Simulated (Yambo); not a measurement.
# How GW settings move the gap: MgTe

G0W0@PBE for MgTe (wurtzite, space group P6_3mc, No. 186) in Yambo. Reference settings: 3×3×2 Γ-centred k mesh, bands 17 to 450 and a 12 Ry block in the screening, 450 bands in G with the Bruneval-Gonze terminator, plasmon pole fitted at 27.2 eV. The PBE gap Γ → Γ on this mesh is 2.50 eV; G0W0 gaps are taken between the same points.

| change from the reference | G0W0 gap Γ → Γ (eV) | shift of the valence edge (eV) | rough Yambo cost |
|---|---|---|---|
| reference settings | 3.81 | -1.02 | 1 |
| 242 bands in W, 242 bands in G | 3.77 | -0.93 | within a factor of two |
| 242 bands in G | 3.81 | -1.02 | – |
| 7 Ry block | 3.78 | -0.94 | about 1/2 |
| no terminator | 3.80 | -0.97 | – |

The reference isn't shown to be the converged limit. Costs are rough (shared machines), scaled to the same edge states, and given only for runs that recompute the screening.

Spin-orbit coupling is left out, which matters for elements this heavy: edges can move by tenths of an eV.

Geometry relaxed with PBEsol; primitive cell a = b = 4.563 Å, c = 7.404 Å, α = β = 90.00°, γ = 120.00°.

A shift is the quasiparticle energy of the state minus its PBE energy.

The potentials are those of PseudoDojo's stringent table.
